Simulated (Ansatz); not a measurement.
A geometry of Cd away from equilibrium: step 2 of the relaxation of a randomly generated symmetric cell of Cd (space group No. 71). Calculation: PBEsol (plane waves to 420 eV, PAW, scalar-relativistic; Ansatz, a first-principles code). Γ-centred k-mesh 12×12×12 on the run's cell (coarser than for final values), Fermi–Dirac smearing 0.05 eV. The plane waves were selected for a different cell earlier on the path.

```yaml
crystal:
  lattice:
    - [-1.60136, 2.45829, 4.55435]
    - [1.60136, -2.45829, 4.55435]
    - [1.60136, 2.45829, -4.55435]
  atoms:
    - { symbol: Cd, position: [0.26103, 0.26103, 0.00000] }
    - { symbol: Cd, position: [0.73897, 0.73897, 0.00000] }
    - { symbol: Cd, position: [0.00000, 0.50000, 0.50000] }
```

Problem. Give the Cartesian forces on all atoms (eV/Å).

Solution. 
```csv
atom,Fx,Fy,Fz
Cd1,0.00,0.00,0.42
Cd2,0.00,0.00,-0.42
Cd3,0.00,0.00,0.00
```

The path ends in Immm (No. 71). No spin polarisation in the result.

The run could not lose the symmetry of its start: the end is stationary, and may be a saddle point rather than a minimum.

The end of the path is a generated cell of Cd: the first start was made by a random draw of sites in a space group, and the end was not matched to a known phase here, so it may be hypothetical. Known forms of Cd include space group No. 194.
